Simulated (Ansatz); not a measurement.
# Structure types of Ir compared at 340 GPa

Structure types of Ir are relaxed in primitive cells with their symmetry kept at 340 GPa, first on PAW files, then by LAPW. The enthalpy is E + pV at zero temperature, without zero-point motion. Only the types listed were tried, and differences under about 5 meV/atom are mesh noise.

Computed with Ansatz 0.2.0; functional LDA, scalar-relativistic. Settings: Fermi–Dirac smearing of 0.08 eV, no spin polarisation. Methods: LAPW: all electrons, basis error target 0.5 meV/atom; PAW: frozen-core files, cutoff 420 eV.

k meshes: fcc 19×19×19, bcc 20×20×20, hcp 18×18×10, simple hexagonal 19×19×17, omega 10×10×13, sc 17×17×17.

Spin–orbit coupling is left out, which matters for the heavy atoms. The PAW files were made under PBE.

```
      start type                   ends as          a, b, c (Å)  V (Å³/atom)  H − H(lowest), LAPW (meV/atom)
             fcc                fcc, Fm-3m  3.385, 3.385, 3.385         9.70                             0.0
             bcc                bcc, Im-3m  2.696, 2.696, 2.696         9.80                               ?
             hcp             hcp, P6_3/mmc  2.397, 2.397, 3.908         9.72                               ?
simple hexagonal  simple hexagonal, P6/mmm  2.309, 2.309, 2.203        10.17                          2069.6
           omega             omega, P6/mmm  3.834, 3.834, 2.319         9.84                           825.5
              sc                 sc, Pm-3m  2.192, 2.192, 2.192        10.54                          3696.2
```

**Question.** Fill in "H − H(lowest), LAPW (meV/atom)" for the row "hcp".

**Answer.** 142.4.

**Question.** Fill in "H − H(lowest), LAPW (meV/atom)" for the row "bcc".

**Answer.** 1110.2.

**Question.** Split the lead of fcc over hcp into energy and pV.

**Answer.** For hcp less fcc: ΔE = +91.9 meV/atom, and p·ΔV = 340 GPa × +0.0238 Å³ × 6.242 meV/(GPa·Å³) = +50.5 meV/atom, together 142.4 meV/atom. fcc wins on both counts.
